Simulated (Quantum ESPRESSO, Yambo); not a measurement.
Quasiparticle gap of KMo₂AlO₈

```
CELL_PARAMETERS angstrom
      5.63790     0.00000     0.00000
     -2.81895     4.88256     0.00000
      0.00000     0.00000     7.31833
ATOMIC_POSITIONS crystal
  O  0.15707 0.84293 0.84568
  O  0.84293 0.15707 0.15432
  O  0.15707 0.31414 0.84568
  O  0.84293 0.68586 0.15432
  O  0.68586 0.84293 0.84568
  O  0.31414 0.15707 0.15432
  O  0.66667 0.33333 0.46894
  O  0.33333 0.66667 0.53106
  Al 0.00000 0.00000 0.00000
  K  0.00000 0.00000 0.50000
  Mo 0.66667 0.33333 0.22970
  Mo 0.33333 0.66667 0.77030
```

The geometry is that of Materials Project entry mp-19352, symmetrised and not relaxed again.

Starting point: norm-conserving PBEsol (Quantum ESPRESSO, 84 Ry, scalar-relativistic). G0W0 in Yambo: 3×3×2 Γ-centred k mesh, bands 3 to 226 and a 6 Ry block in the screening, 226 bands in G with the Bruneval-Gonze terminator, plasmon pole fitted at 27.2 eV.

```yaml
PBEsol gap along the band path: 3.68 eV
PBEsol gap between the mesh's edge points (Γ → Γ): 3.68 eV
G0W0 gap between the same points: 6.34 eV
```

```tsv
k point	band	E PBEsol (eV)	E QP (eV)	shift (eV)	Z
Γ	VB	0.00	-0.81	-0.81	0.78
Γ	CB	3.68	5.53	1.85	0.81
A	VB	0.00	-0.81	-0.81	0.78
A	CB	3.77	5.63	1.87	0.81
K	VB	-0.33	-1.22	-0.89	0.78
K	CB	3.83	5.70	1.87	0.81
H	VB	-0.35	-1.24	-0.89	0.78
H	CB	3.93	5.79	1.86	0.81
```

Energies count from the PBEsol valence-band maximum.

Nearest settings tried, and what they do to the gap: 97 bands in W, 97 bands in G: +182 meV; 115 bands in W: +79 meV; 1 Ry block (35 vectors against 329): +853 meV. Not varied: mesh. So the settings aren't converged at that level.

Spin-orbit splittings are left out.

The structure is a Materials Project entry; no match was found in the copy of COD used, and its stability was not checked.
